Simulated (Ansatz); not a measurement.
## InSb₃: comparing deformations

All numbers below come from DFT PBEsol+D3(BJ), scalar-relativistic, plane waves, PAW (Ansatz 0.2.0). Settings: plane waves to 420 eV, k-mesh 12×12×12 (Γ-centred), Gaussian smearing 0.15 eV. No spin polarisation. Energies are free energies at this smearing, counted from the undisturbed cell; pressure is positive in compression.

Zero of the scan (relaxed at this level; with this scan's settings it stands at 0.3 GPa; it needn't be the usual structure):

```
In Sb
1.0
     0.00000    3.66207    3.66207
     3.66207    0.00000    3.66207
     3.66207    3.66207    0.00000
In Sb
1 3
Direct
  0.00000 0.00000 0.00000
  0.25000 0.25000 0.25000
  0.75000 0.75000 0.75000
  0.50000 0.50000 0.50000
```

The cell is strained by ε times a Voigt pattern (xx, yy, zz, yz, xz, xy; engineering shear) with fractional coordinates fixed. τ = (1/V0) dE/dε comes from the stress tensor. Of each scan, only the three points used here are listed.

```
            pattern        ε  τ (GPa)
 (0, 0, 1, 0, 0, 0)  -0.0150    -1.59
 (0, 0, 1, 0, 0, 0)   0.0000    -0.29
 (0, 0, 1, 0, 0, 0)   0.0150     0.93
(1, -1, 0, 0, 0, 0)  -0.0050   -0.160
(1, -1, 0, 0, 0, 0)   0.0000    0.000
(1, -1, 0, 0, 0, 0)   0.0050    0.160
```

Q: Which constants do the scans give, and which deformation costs least for the same size of strain tensor?

A: The slope dτ/dε at zero (parabola through three points) is pᵀCp: (0, 0, 1, 0, 0, 0) gives C11 = 84 GPa; (1, -1, 0, 0, 0, 0) gives 2(C11 − C12) = 32 GPa. The size of the strain tensor, ε:ε, is ε² times 1.0, 2.0. Per unit of it the stiffnesses are 84, 16 GPa, so (1, -1, 0, 0, 0, 0) is the softest of these: at ε:ε = (1 %)² the quadratic term costs 0.12 meV/atom against 0.64 for the stiffest.

Q: What else follows for this cubic crystal?

A: From the unrounded slopes C11 = 83.8 and C12 = 67.9 GPa, so B = (C11 + 2 C12)/3 = 73 GPa and the Poisson ratio for a pull along a cube edge is C12/(C11 + C12) = 0.45.

In a metal these slopes depend on the k mesh and the smearing.

Cost: 18 runs of about 3.6 core-minutes in all, on AMD EPYC 9R45 (Zen 5) (shared hosts).